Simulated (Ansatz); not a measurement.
Data:

Mn₃SiN:
```xyz
10
Lattice="2.7058 1.5622 4.6812 -2.7058 1.5622 4.6812 0.0000 -3.1243 4.6812" Properties=species:S:1:pos:R:3 pbc="T T T"
Si     0.0000     0.0000     0.0000
N      0.0000     0.0000     3.5109
Mn     1.3529     0.7811     2.3406
Mn     0.0000    -1.5622     2.3406
Mn    -1.3529     0.7811     2.3406
Si     0.0000     0.0000     7.0218
N      0.0000     0.0000    10.5327
Mn    -1.3529    -0.7811     4.6812
Mn     0.0000     1.5622     4.6812
Mn     1.3529    -0.7811     4.6812
```
The run is spin-polarised; directions of the spins, atom by atom: 0 0 ↑ ↑ ↑ 0 0 ↓ ↓ ↓.

This is the r²SCAN-relaxed structure.

Q: All from plane-wave PAW r²SCAN (Ansatz code), unless another level is named. Predict the electronic character.

A: metallic (no gap).

Q: Predict the density of states at the Fermi level.

A: 0.42 states/eV per atom (mean over ±0.08 eV).

Q: Predict the formation energy from the elements (no fitted shifts).

A: -0.35 eV/atom.

Space group R-3m. The start of the workflow was typed in or built on a structure type; neither database checked (COD, Materials Project) lists it. Its standing as an ambient phase is unchecked. Symmetry was held in the r²SCAN relaxation, as lowered by the spin order; whether a distortion lowers the energy is not shown. Magnetic state: antiferromagnetic, chosen from 4 collinear starts compared on coarse meshes (ties went to the first, and starts can fall back to one state), not a proven ground state. Other orbital occupations within this spin state were not tried. No Hubbard U is applied. The references are the lowest solids computed at this level, not always the standard phases (solids in place of the gases). The manganese reference at this level is a Cmcm phase, not α-Mn.

Potentials: the later of the program's two PAW sets.
